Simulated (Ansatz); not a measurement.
**Moving the Hubbard U on Cr d, V d in VCrC2**

It takes space group R-3m (No. 166, trigonal). The conventional cell has a = 2.921 Å, b = 2.921 Å, c = 14.218 Å, α = 90.00°, β = 90.00°, γ = 120.00°. Cr (site symmetry -3m) has 6 C at 2.05 Å as nearest neighbours. Around V (site symmetry -3m) lie 6 C at 2.07 Å. Around C (site symmetry 3m) lie 3 Cr at 2.05 Å and 3 V at 2.07 Å.

The cell comes from a database or a generator and needn't be the stable form of this composition.

Kept alike: task band structure; functional PBEsol; k mesh 11 × 11 × 11; occupations fermi-dirac, width 0.05 eV; collinear spin, ferromagnetic start. Program: Ansatz, Ansatz PAW, cutoff 420 eV. The mesh is that of the run's cell of 4 atoms. No spin-orbit coupling.

| run | pressure (GPa) | largest site moment (μB) |
| --- | --- | --- |
| A | 5.06 | 2.08 |
| B | -3.72 | 1.59 |
| C | 0.47 | 1.87 |

Pressure is positive in compression, with a Pulay correction for the finite cutoff. For a metal such a mesh leaves the last digits unconverged. How U acts hangs on the program's projectors. The runs hold the magnetic state that their start led to, which needn't be the lowest. Site moments count inside each atom's sphere or projector. All rows use potentials made for PBE. U is the effective U - J on orthogonalised atomic projectors. Double counting: fully localised limit (the default).

Q: The runs differ in the Hubbard U on Cr d, V d alone: 1; 2; 3 eV. Which run is which?

A: Run A is 3 eV; run B is 1 eV; run C is 2 eV. The pressure rises from -3.72 to 5.06 GPa between 1 and 3 eV. U localises the shell and weakens its bonds, so the cell pushes outwards. The largest site moment rises from 1.59 to 2.08 μB between 1 and 3 eV. U favours whole occupations of the shell, which as a rule raises the local moment.
